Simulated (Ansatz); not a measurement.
Values for one crystal, relaxed and computed with the program Ansatz at the LDA level (PAW); other levels are named.

- Volume per atom = 33.68 Å³
- Band gap = 1.00 eV (direct)
- Formation energy from the elements (no fitted shifts) = -0.21 eV/atom
- Hole effective mass, band 1 of 2 at the edge = 0.73 along x, 0.66 along z (mₑ)
- Valence-band maximum = at Γ
- Conduction-band minimum = at Γ
- Hole effective mass, band 2 of 2 at the edge = 0.16 along x, 0.66 along z (mₑ)

Problem. Which compound is it?
(A) NaAuO2, Cmcm (Na on 4c, Au on 4c, O on 8f)
(B) Ag2HgI4, I-4 (Hg on 2a, Ag on 2b, I on 8g, Ag on 2c)
(C) Li3VS4, P-43m (Li on 3d, V on 1a, S on 4e)
(D) Cs2NaScCl6, Fm-3m (Cs on 8c, Na on 4b, Sc on 4a, Cl on 24e)

Solution. B, Ag2HgI4, I-4 (Hg on 2a, Ag on 2b, I on 8g, Ag on 2c)

The workflow started from an entry of the Crystallography Open Database (COD), which files this formula under 2 space groups. Whether it is the stable phase at ambient conditions was not checked. The cell was relaxed with LDA under the symmetry of its start; whether a distortion lowers the energy is not shown. No spin polarisation was allowed. The references are the lowest solids computed at this level, not always the standard phases. Spin–orbit coupling is left out wherever it is not named.

Potentials: the later of the program's two PAW sets.
